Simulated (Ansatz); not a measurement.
Sr: frozen-core PAW against all-electron methods

```
CELL_PARAMETERS angstrom
4.31000 0.00000 0.00000
-2.15500 3.73257 0.00000
0.00000 0.00000 7.05000
ATOMIC_POSITIONS crystal
Sr 0.33333 0.66667 0.25000
Sr 0.66667 0.33333 0.75000
```

Atom numbers follow the list: Sr1, Sr2.

The cell is COD entry 1540836, as deposited and not checked against the literature; nothing was relaxed.

Methods: DFT, LDA, PAW with Ansatz's default frozen-core files, scalar-relativistic (Ansatz 0.2.0); DFT, LDA, all-electron LAPW, scalar-relativistic (Ansatz 0.2.0).

For PAW: a Γ-centred 10×10×5 k mesh, Fermi–Dirac smearing of 0.08 eV, cutoff 420 eV, no spin polarisation; the PAW files were made with PBE, and the program remakes their frozen cores for this functional. LAPW targets a basis error of 1 meV/atom. The Ansatz runs share mesh, smearing and spin set-up. Plane-wave (PAW) pressures include the program's estimate of the Pulay term.

Stress and pressure are positive in compression.

Levels count from the Fermi level.

PAW results:

```json
{"quantity": "pressure (GPa)", "PAW": "-1.55"}
{"quantity": "stress xx (GPa)", "PAW": "-1.57"}
{"quantity": "stress zz (GPa)", "PAW": "-1.52"}
{"quantity": "highest filled level at M (eV)", "PAW": "-0.535"}
{"quantity": "lowest empty level at M (eV)", "PAW": "0.086"}
{"quantity": "highest filled level at H (eV)", "PAW": "-18.536"}
{"quantity": "lowest empty level at H (eV)", "PAW": "0.141"}
{"quantity": "highest filled level at L (eV)", "PAW": "-0.826"}
{"quantity": "lowest empty level at L (eV)", "PAW": "0.242"}
```

Task: What does all-electron LAPW give for the same quantities?

Result: 
```
                      quantity     LAPW
                pressure (GPa)    -1.55
               stress xx (GPa)    -1.57
               stress zz (GPa)    -1.52
highest filled level at M (eV)   -0.534
  lowest empty level at M (eV)    0.086
highest filled level at H (eV)  -18.535
  lowest empty level at H (eV)    0.141
highest filled level at L (eV)   -0.826
  lowest empty level at L (eV)    0.242
```
